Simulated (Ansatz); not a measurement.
A relaxed cell of Ti₂W₃ is given with its symmetry left out. The cell was found from a structure generator's guess, not taken from experiment.

The calculation used DFT PBE, scalar-relativistic, plane waves, PAW (Ansatz 0.2.0). Cutoff 420 eV, Γ-centred mesh, Gaussian smearing, no spin polarisation.

```
Ti W
1.0
    -1.59156    1.59156    8.06450
     1.59156   -1.59156    8.06450
     1.59156    1.59156   -8.06450
Ti W
2 3
Direct
  0.19380 0.19380 0.00000
  0.80620 0.80620 0.00000
  0.00000 0.00000 0.00000
  0.59863 0.59863 0.00000
  0.40137 0.40137 0.00000
```

The zero of energy is the elements' standard structures at the same level; no fitted shifts are applied.

(1) Find its symmetry and describe it.

(2) What is its formation energy per atom?

(3) Is it a metal?

Answers

(1) I4/mmm (No. 139), with Ti and W ordered on bcc sites. Conventional cell: a = 3.183 Å, c = 16.129 Å. Ti is surrounded by 4 W at 2.72 Å, 4 Ti at 2.89 Å, 1 W at 3.13 Å, 4 Ti at 3.18 Å and 1 W at 3.35 Å; W on a site of symmetry 4/mmm has 8 W at 2.76 Å, 2 Ti at 3.13 Å and 4 W at 3.18 Å; around W on a site of symmetry 4mm lie 4 Ti at 2.72 Å, 4 W at 2.76 Å, 5 W at 3.18 Å and 1 Ti at 3.35 Å.

(2) 0.00 eV/atom. The formation energy is too near zero to say whether this cell lies below the elements.

(3) Yes, bands cross the Fermi level on the 16×16×16 mesh.

The last run used a 16×16×16 mesh for its 5-atom cell and Gaussian smearing of 0.10 eV. For metals, differences of a few meV/atom aren't resolved. Spin–orbit coupling, which can matter for W, is left out. A later test with randomly moved atoms came back to the same energy, though modes that don't fit the test's cell weren't probed.
